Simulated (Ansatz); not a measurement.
MoSe:
```cif
data_Mo6Se6
_chemical_formula_sum 'Mo6 Se6'
_space_group_name_H-M_alt 'P 1'
_space_group_IT_number 1
_cell_length_a 9.01516
_cell_length_b 9.01516
_cell_length_c 4.41665
_cell_angle_alpha 90.000
_cell_angle_beta 90.000
_cell_angle_gamma 120.000
loop_
_space_group_symop_operation_xyz
  'x, y, z'
loop_
_atom_site_label
_atom_site_type_symbol
_atom_site_fract_x
_atom_site_fract_y
_atom_site_fract_z
_atom_site_occupancy
Mo1 Mo 0.17351 0.00000 0.25000 1
Se1 Se 0.33396 0.33396 0.25000 1
Mo2 Mo 0.00000 0.17351 0.25000 1
Se2 Se 0.66604 0.00000 0.25000 1
Mo3 Mo 0.82649 0.82649 0.25000 1
Se3 Se 0.00000 0.66604 0.25000 1
Mo4 Mo 0.17351 0.17351 0.75000 1
Se4 Se 0.00000 0.33396 0.75000 1
Mo5 Mo 0.82649 0.00000 0.75000 1
Se5 Se 0.66604 0.66604 0.75000 1
Mo6 Mo 0.00000 0.82649 0.75000 1
Se6 Se 0.33396 0.00000 0.75000 1
```

Relaxed with r²SCAN+D4.

Task: Tabulate the valence density and the electron localisation function along the shortest Mo–Se contact (2.61 Å), r²SCAN+D4 in the plane-wave PAW code Ansatz.

Result: 

| distance from Mo (Å) | density (e/Å³) | ELF |
|---|---|---|
| 0.26 | 6.83 | 0.54 |
| 0.39 | 6.05 | 0.67 |
| 0.52 | 4.61 | 0.69 |
| 0.65 | 2.97 | 0.62 |
| 0.78 | 1.65 | 0.44 |
| 0.91 | 0.86 | 0.23 |
| 1.04 | 0.52 | 0.14 |
| 1.17 | 0.42 | 0.18 |
| 1.30 | 0.42 | 0.35 |
| 1.43 | 0.49 | 0.56 |
| 1.56 | 0.60 | 0.68 |
| 1.70 | 0.75 | 0.71 |
| 1.83 | 0.99 | 0.69 |
| 1.96 | 1.62 | 0.61 |
| 2.09 | 4.05 | 0.45 |
| 2.22 | 12.01 | 0.25 |
| 2.35 | 29.80 | 0.12 |

The density is the valence pseudo-density with augmentation charge, so density and ELF within about 1 Å of a nucleus are not all-electron values.

Space group P6_3/mcm. The start of the workflow was typed in or built on a structure type; neither database checked (COD, Materials Project) lists it. Its standing as an ambient phase is unchecked. The r²SCAN+D4 relaxation kept the symmetry of its start; whether a distortion lowers the energy is not shown. The workflow began spin-polarised and lost its moments.

Potentials: the earlier of the program's two PAW sets.
